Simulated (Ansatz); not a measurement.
HfC (Fm-3m), tetragonal deformation path

The calculation used Ansatz 0.2.0, DFT PBEsol, scalar-relativistic, plane waves, PAW. Cutoff 420 eV, Γ-centred 20×20×20 k-points, Gaussian smearing of 0.15 eV. Spin–orbit coupling is left out, which can shift energies with elements as heavy as these. No spin polarisation. Energies are free energies at this smearing, counted from the undisturbed cell; pressure is positive in compression.

The undisturbed cell (as given, not relaxed at this level; it stands at -6.5 GPa):

```
CELL_PARAMETERS angstrom
0.00000 2.32500 2.32500
2.32500 0.00000 2.32500
2.32500 2.32500 0.00000
ATOMIC_POSITIONS crystal
Hf 0.50000 0.50000 0.50000
C 0.00000 0.00000 0.00000
```

At fixed volume and fractional coordinates, lengths along (0.000, 0.000, 1.000) are scaled against those across it; ρ is that ratio over its starting value. The cell is metallic on the mesh throughout.

```tsv
ρ	ΔE (meV/atom)
0.650	2796.7
0.707	1763.7
0.780	833.5
0.850	321.4
0.920	76.8
0.960	17.6
1.000	0.0
1.050	23.0
1.100	84.5
1.200	295.4
1.300	600.9
1.414	1039.5
1.500	1421.9
```

Q: Predict the pressure (GPa) at each point.

A:
```
    ρ  pressure (GPa)
0.650            63.9
0.707            43.0
0.780            21.6
0.850             5.5
0.920            -3.4
0.960            -5.8
1.000            -6.5
1.050            -5.5
1.100            -2.5
1.200             8.0
1.300            22.8
1.414            42.6
1.500            58.8
```